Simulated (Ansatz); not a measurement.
## Structure relaxation, Mg

The start is a generated cell, Mg built in the omega structure type. The structure is fully relaxed (lattice and positions, P = 0) with PBEsol (plane waves to 420 eV, PAW, scalar-relativistic; Ansatz, a quantum-chemistry and plane-wave program). The first steps use a coarse 8×8×11 k-mesh.

Initial structure:
```
Mg
1.0
    5.08070     0.00000     0.00000
   -2.54035     4.40001     0.00000
    0.00000     0.00000     3.09016
Mg
3
Direct
  0.00000   0.00000   0.00000
  0.33333   0.66667   0.50000
  0.66667   0.33333   0.50000
```

Question: By how much does the energy per atom fall from start to end?

Answer: Under 0.01 eV/atom.

Question: How does the volume change?

Answer: -1.0 %, from 23.03 to 22.80 Å³/atom.

Question: What does it relax into? Give the structure.

Answer: 
Space group P6/mmm (No. 191); a = b = 5.065 Å, c = 3.079 Å, α = β = 90.00°, γ = 120.00°

```csv
atom,site,symmetry,x,y,z
Mg,1a,6/mmm,0.0000,0.0000,0.0000
Mg,2d,-6m2,0.3333,0.6667,0.5000
```

The space group stays P6/mmm (No. 191) (the run could not lower it), with 3 atoms in the primitive cell. Final values are on a 11×11×15 k-mesh of the relaxed cell. No spin polarisation in the result.

The run could not lose the symmetry of its start, so the end can be a saddle point.

All atoms sit on sites fixed by symmetry, so only the cell could relax.

The relaxed structure here is a generated cell of Mg: the first start was made by placing the elements on the sites of a structure type, and the end was not matched to a known phase here, so it may be hypothetical. Known forms of Mg include space group No. 194.
